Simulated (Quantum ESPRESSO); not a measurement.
## Calculated data, Li₂TaMo₂IrAu₂ (simulated cell), Li₂TaMo₂PdAu₂ (simulated cell), Li₂TiInIrW₃ (simulated cell)

Calculation on a made-up metal alloy cell, not a measurement: no spin or spin-orbit, unrelaxed, 2900 K smearing, stress positive in tension, cell energy less fitted offsets; periodic Kohn-Sham density functional theory in plane waves with PseudoDojo standard norm-conserving scalar-relativistic pseudopotentials, each functional with its own files (v0.5 for PBE, v0.4.1 for LDA and PBEsol), eight atoms on drawn sites of a strained close-packed or body-centred lattice, each displaced and held fixed; the energy is the cell's free energy, ions and the entropy term -TS included, at the stated Fermi-Dirac width, less a fixed offset for each atom's element (shifted free energy); compositions with an open d shell lost a parallel starting moment in a cheaper test run, and other magnetic orders were not tried; an error bar is the largest change of its kind in a tighter rerun, never given below 0.002 eV, 0.02 GPa or 0.003 eV/angstrom, and covers cutoff and k-mesh only, not smearing or the files. Program: Quantum ESPRESSO 7.5.

Common to all runs: lattice type face-centred cubic; functional pbe; cutoff 1143 eV; fermi dirac smearing 0.25 eV; electrons removed 0; run command mpirun -np 4 pw.x -nk 4 -in in.

Notes on all entries: heavy elements are run without spin-orbit coupling, which real alloys of them have; a spin test at this wide smearing found no moment, but such smearing suppresses magnetism that the real alloy may have; lattice, volume and sites are drawn at random and may be unstable or far from any real phase; energies are for the whole cell, less offsets fitted to these runs, so they are not formation energies.

(1) Li₂TaMo₂IrAu₂ (simulated cell)

```
Li2TaMo2IrAu2
1.0
      0.0000     2.0278     2.0278
     -4.0555     2.0278    -2.0278
     -4.0555    -6.0833     6.0833
Ir Ta Li Mo Au Mo
1 1 2 1 2 1
Direct
  -0.01198 -0.00092 -0.00290
  0.00252 0.24614 0.75137
  0.00681 0.49438 0.50126
  -0.05654 0.73621 0.25193
  0.49931 -0.00565 0.49351
  0.48772 0.24912 0.25696
  0.48905 0.50166 0.00299
  0.51788 0.74720 0.74956
```

Settings of this run: run processor AMD EPYC, older, virtual cores and k mesh 8 x 5 x 3 shifted half a step off Gamma on each axis.

It finds entropy term negative ts -1.367 eV; pressure -6.31 GPa; stress xx 4.91 GPa; stress yy 7.29 GPa; stress zz 6.73 GPa; stress yz -0.41 GPa; stress xz -0.48 GPa; stress xy 0.93 GPa; shifted free energy -0.574 eV.

Atoms:
```tsv
atoms element	atom site	atom energy offset (eV)
Ir	1	-3133.86
Ta	2	-1771.44
Li	3	-195.67
Li	4	-195.67
Mo	5	-1911.95
Au	6	-4032.82
Au	7	-4032.82
Mo	8	-1911.95
```

Forces:
```tsv
site	x (eV/Å)	y (eV/Å)	z (eV/Å)
1	0.629	0.873	-0.722
2	0.329	-0.08	0.137
3	0.241	0.261	-0.278
4	0.338	0.432	-0.137
5	-0.983	-1.107	0.94
6	0.181	-0.165	0.087
7	-0.128	-0.07	0.074
8	-0.606	-0.144	-0.102
```

Notes: error bars: energy 0.002 eV, stress 0.048 GPa, force 0.011 eV/Å, from a tighter rerun of a related cell, whose elements or sites may differ; 17 SCF iterations, 447 s of wall time on a shared machine.

(2) Li₂TaMo₂PdAu₂ (simulated cell)

```
Li2TaMo2PdAu2
1.0
      0.0000     2.0278     2.0278
     -4.0555     2.0278    -2.0278
     -4.0555    -6.0833     6.0833
Pd Ta Li Mo Au Mo
1 1 2 1 2 1
Direct
  -0.01198 -0.00092 -0.00290
  0.00252 0.24614 0.75137
  0.00681 0.49438 0.50126
  -0.05654 0.73621 0.25193
  0.49931 -0.00565 0.49351
  0.48772 0.24912 0.25696
  0.48905 0.50166 0.00299
  0.51788 0.74720 0.74956
```

It was run with run processor AMD EPYC, older, virtual cores and k mesh 8 x 5 x 3 shifted half a step off Gamma on each axis.

The calculation gives: entropy term negative ts -1.328 eV; pressure -4.2 GPa; stress xx 2.46 GPa; stress yy 5.31 GPa; stress zz 4.82 GPa; stress yz 0.42 GPa; stress xz -0.06621 GPa; stress xy 0.43 GPa; shifted free energy -0.66 eV.

Atoms:
```tsv
atoms element	atom site	atom energy offset (eV)
Pd	1	-3687.45
Ta	2	-1771.44
Li	3	-195.67
Li	4	-195.67
Mo	5	-1911.95
Au	6	-4032.82
Au	7	-4032.82
Mo	8	-1911.95
```

Forces:
```tsv
site	x (eV/Å)	y (eV/Å)	z (eV/Å)
1	0.134	0.208	-0.069
2	0.312	0.17	-0.115
3	0.232	0.261	-0.276
4	0.338	0.413	-0.115
5	-0.918	-1.105	0.94
6	-0.009	-0.174	0.085
7	-0.054	-0.036	0.032
8	-0.035	0.263	-0.482
```

Notes: error bars: energy 0.002 eV, stress 0.048 GPa, force 0.011 eV/Å, from a tighter rerun of a related cell, whose elements or sites may differ; 18 SCF iterations, 265 s of wall time on a shared machine.

(3) Li₂TiInIrW₃ (simulated cell)

```
Li2TiInIrW3
1.0
      0.0166     2.0646     2.0574
     -4.1067     0.0031    -0.0363
      0.0788    -8.1324     8.1039
Li In W Ti W Li Ir
1 1 2 1 1 1 1
Direct
  -0.02921 0.00804 0.00777
  0.02712 0.03125 0.24085
  0.01198 0.00131 0.50724
  0.01265 0.01940 0.74679
  0.49749 0.49451 0.11751
  0.49812 0.52272 0.37561
  0.49319 0.50927 0.62112
  0.47695 0.49835 0.87499
```

Settings of this run: run processor Intel Xeon, 2023 or later, virtual cores and k mesh 8 x 6 x 2 shifted half a step off Gamma on each axis.

Results for Li₂TiInIrW₃ (simulated cell): entropy term negative ts -1.372 eV; pressure -11.34 GPa; stress xx 6.84 GPa; stress yy 13.77 GPa; stress zz 13.42 GPa; stress yz -0.15 GPa; stress xz 0.88 GPa; stress xy 0.44 GPa; shifted free energy 0.109 eV.

Atoms:
```tsv
atoms element	atom site	atom energy offset (eV)
Li	1	-195.67
In	2	-1808.02
W	3	-2063.48
W	4	-2063.48
Ti	5	-1615.4
W	6	-2063.48
Li	7	-195.67
Ir	8	-3133.86
```

Forces:
```tsv
site	x (eV/Å)	y (eV/Å)	z (eV/Å)
1	0.159	1.007	-0.872
2	1.018	-0.594	0.003
3	-0.509	0.111	-0.101
4	0.304	-1.255	1.006
5	-0.914	0.624	-0.456
6	0.077	-0.795	0.995
7	-0.004	-0.09	0.3
8	-0.132	0.991	-0.875
```

Notes: error bars: energy 0.0037 eV, stress 0.092 GPa, force 0.016 eV/Å, from a tighter rerun of a related cell, whose elements or sites may differ; 16 SCF iterations, 162 s of wall time on a shared machine.
